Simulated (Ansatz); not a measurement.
According to PBE (plane waves, PAW; program Ansatz), Sb in the diamond structure (Fd-3m) relaxes to a = 6.992 Å. Sb has 4 nearest neighbours from 3.03 Å (tetrahedral).

Electronic character: metallic (no gap). Gap from PBE with spin–orbit coupling: none (metallic).

The bulk modulus is 31.2 GPa.

The start of the workflow was typed in or built on a structure type; neither database checked (COD, Materials Project) lists it. It is not the phase usual at ambient conditions (space group No. 166). The PBE relaxation kept the symmetry of its start; whether a distortion lowers the energy is not shown. Scalar-relativistic: spin–orbit coupling is off unless named, which matters more the heavier the elements.

Potentials: the later of the program's two PAW sets.
